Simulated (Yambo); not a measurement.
Yambo run on CaC2 (space group C2/c, No. 15). The wavefunctions are PBEsol (pw.x of Quantum ESPRESSO, ONCV potentials, scalar-relativistic) ones on a 4×4×2 mesh (18 occupied bands); a = b = 3.8997 Å, c = 7.3841 Å, α = β = 104.58°, γ = 64.51°.

Yambo input:

```
rim_cut
gw0
dyson
el_el_corr
HF_and_locXC
ppa
em1d
RandQpts= 1000000
RandGvec= 1 Ry
EXXRLvcs= 82 Ry
VXCRLvcs= 328 Ry
Chimod= "HARTREE"
% BndsRnXp
 1 | 140 |
%
NGsBlkXp= 7 Ry
% LongDrXp
 1.0 | 1.0 | 1.0 |
%
PPAPntXp= 15 eV
% GbndRnge
 1 | 140 |
%
GTermKind= "BG"
DysSolver= "n"
ExtendOut
% QPkrange
 11 | 11 | 18 | 18 |
 13 | 13 | 18 | 19 |
%
```

k points by index: 11 = (0.25, -0.25, 0), 13 = (-0.5, -0.5, 0).

The o-*.qp file then holds:

```
#    K-point    Band    Eo [eV]    E [eV]    E-Eo [eV]    Vxc [eV]    Vnlxc [eV]    Sc|Eo [eV]    Sc|E [eV]    dSc/dw|Eo [eV]    Re(Z)    Im(Z)
#
    11    18    0.000000    -0.803513    -0.803513    -14.61284    -18.65350    2.994701    3.237141    -8.208723    0.768243    -0.001687
    13    18    -0.699695    -1.625416    -0.925721    -13.82907    -18.19228    3.153780    3.437481    -8.338400    0.765443    -0.001075
    13    19    1.892088    2.980077    1.087989    -10.60811    -6.145230    -3.123386    -3.374893    -6.289668    0.812252    -0.001412
```
(The two width columns are left out.) Convergence of these settings isn't established.

Geometry of the Materials Project entry, not relaxed at this level.

The structure is a Materials Project entry; no match was found in the copy of COD used, and its stability was not checked.
